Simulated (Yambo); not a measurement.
Here is the system:

```
CELL_PARAMETERS angstrom
      5.53076    -3.10469     0.00000
      5.53076     3.10469     0.00000
     -0.11992     0.00000     4.96881
ATOMIC_POSITIONS crystal
  O  0.85880 0.85880 0.80570
  O  0.14120 0.14120 0.19430
  F  0.28932 0.84032 0.77377
  F  0.71068 0.15968 0.22623
  F  0.15968 0.71068 0.22623
  F  0.84032 0.28932 0.77377
  Cs 0.67500 0.67500 0.30398
  Cs 0.32500 0.32500 0.69602
  W  0.00000 0.00000 0.00000
```

Workflow: PBEsol (pw.x of Quantum ESPRESSO, ONCV potentials, scalar-relativistic), then G0W0 in Yambo (2×2×2 Γ-centred k mesh, bands 2 to 320 and a 8 Ry block in the screening, 320 bands in G with the Bruneval-Gonze terminator, plasmon pole fitted at 27.2 eV).

**Question.** Give the PBEsol and G0W0 gaps between the band edges found on this mesh, and say where the edges lie.

**Answer.** Edges: (0, -0.5, -0.5) → (-0.5, -0.5, 0). PBEsol: 2.41 eV; G0W0: 5.49 eV. Nearest settings tried, and what they do to the gap: 206 bands in W, 206 bands in G: +48 meV; 3 Ry block (103 vectors against 449): +43 meV. Not varied: mesh. So the settings aren't converged at that level. The k mesh is coarse. Without spin-orbit coupling, band edges of such heavy elements can be off by tenths of an eV.

Geometry of the Materials Project entry, not relaxed at this level.

The structure is a Materials Project entry; no match was found in the copy of COD used, and its stability was not checked.
